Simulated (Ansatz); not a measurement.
Sc:
```cif
data_Sc2
_chemical_formula_sum 'Sc2'
_space_group_name_H-M_alt 'P63/mmc'
_space_group_IT_number 194
_space_group_name_Hall '-P 6c 2c'
_cell_length_a 3.31915
_cell_length_b 3.31915
_cell_length_c 5.17217
_cell_angle_alpha 90.000
_cell_angle_beta 90.000
_cell_angle_gamma 120.000
loop_
_atom_site_label
_atom_site_type_symbol
_atom_site_symmetry_multiplicity
_atom_site_Wyckoff_symbol
_atom_site_fract_x
_atom_site_fract_y
_atom_site_fract_z
_atom_site_occupancy
Sc1 Sc 2 d 0.66667 0.33333 0.25000 1
```

Relaxed at zero pressure with the program Ansatz at the r²SCAN+D4 level (PAW).

The volume is lowered by 9 % and shape and atoms relax at that volume. What pressure results, and how do the axes share the change?

6.1 GPa; a -2.8 %, b -2.8 %, c -3.6 %; the energy rises by 39 meV/atom.

Give the new structure.


Space group P6₃/mmc (No. 194); a = 3.225 Å, b = 3.225 Å, c = 4.985 Å, α = 90.00°, β = 90.00°, γ = 120.00°

```tsv
atom	site	symmetry	x	y	z
Sc	2d	-6m2	0.6667	0.3333	0.2500
```

The phase is kept; no other phase was compared at this pressure.

Space group P6_3/mmc (hcp (Mg type)). The cell was relaxed with r²SCAN+D4 under the symmetry of its start. The run is not spin-polarised. The pairwise dispersion correction was not fitted to metals. Axis ratios of metals converge slowly with the k-mesh, so a and c are less sure than the volume.

Potentials: the later of the program's two PAW sets.
